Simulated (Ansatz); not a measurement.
Computed with DFT PBE, scalar-relativistic, plane waves, PAW (Ansatz). Settings: cutoff 420 eV, Γ-centred meshes spaced at most about 0.3 Å⁻¹, and about 0.25 Å⁻¹ or finer for metals (2π included), Gaussian smearing. No spin polarisation in the final relaxations.

Temperature and zero-point effects are left out.

Compare these two cells of Al4Ni, each relaxed at this level.

A.

```cif
data_structure
_symmetry_space_group_name_H-M 'Pm-3m'
_symmetry_Int_Tables_number 221
_cell_length_a 4.5125
_cell_length_b 4.5125
_cell_length_c 4.5125
_cell_angle_alpha 90.000
_cell_angle_beta 90.000
_cell_angle_gamma 90.000
_cell_volume 91.88
loop_
_atom_site_label
_atom_site_type_symbol
_atom_site_symmetry_multiplicity
_atom_site_Wyckoff_symbol
_atom_site_fract_x
_atom_site_fract_y
_atom_site_fract_z
_atom_site_occupancy
Al1 Al 1 a 0.00000 0.00000 0.00000 1
Al2 Al 3 c 0.50000 0.50000 0.00000 1
Ni1 Ni 1 b 0.50000 0.50000 0.50000 1
```

B.

```cif
data_structure
_symmetry_space_group_name_H-M 'P6/mmm'
_symmetry_Int_Tables_number 191
_cell_length_a 4.3363
_cell_length_b 4.3363
_cell_length_c 5.3977
_cell_angle_alpha 90.000
_cell_angle_beta 90.000
_cell_angle_gamma 120.000
_cell_volume 87.90
loop_
_atom_site_label
_atom_site_type_symbol
_atom_site_symmetry_multiplicity
_atom_site_Wyckoff_symbol
_atom_site_fract_x
_atom_site_fract_y
_atom_site_fract_z
_atom_site_occupancy
Al1 Al 4 h 0.33333 0.66667 0.24811 1
Ni1 Ni 1 b 0.00000 0.00000 0.50000 1
```

Question: Which would you expect to be lower, and how large is the difference?

Answer: A is lower, by 166 meV/atom. A has space group Pm-3m (No. 221), 18.4 Å³/atom and no gap on its mesh; B has space group P6/mmm (No. 191), 17.6 Å³/atom and no gap. Counting all near atoms (those within 1.25 times the shortest distance at each site; a plus sign parts nearer from farther groups; a slash parts the counts of unlike sites), A has Al 2/12+8, Ni 6 and B has Al 8, Ni 12. The lower one is the more open, so pressure narrows the difference. Even the lower one lies +0.04 eV/atom against the reference forms of the elements (uncorrected), so neither is stable at this level. In A, Al on a site of symmetry m-3m has 12 Al at 3.19 Å; around Al on a site of symmetry 4/mmm lie 2 Ni at 2.26 Å and 12 Al at 3.19 Å; around Ni lie 6 Al at 2.26 Å. In B, Al has 3 Al at 2.50 Å, 2 Al at 2.68–2.72 Å and 3 Ni at 2.85 Å; Ni has 12 Al at 2.85 Å. Both come from invented guesses. A third cell relaxed alike, in P-3m1, lies 192 meV/atom below the lower of the two.

Trial moments died out on the coarse mesh in Pm-3m and P6/mmm; another magnetic start might hold. Cells relaxed within their symmetry can be saddle points.
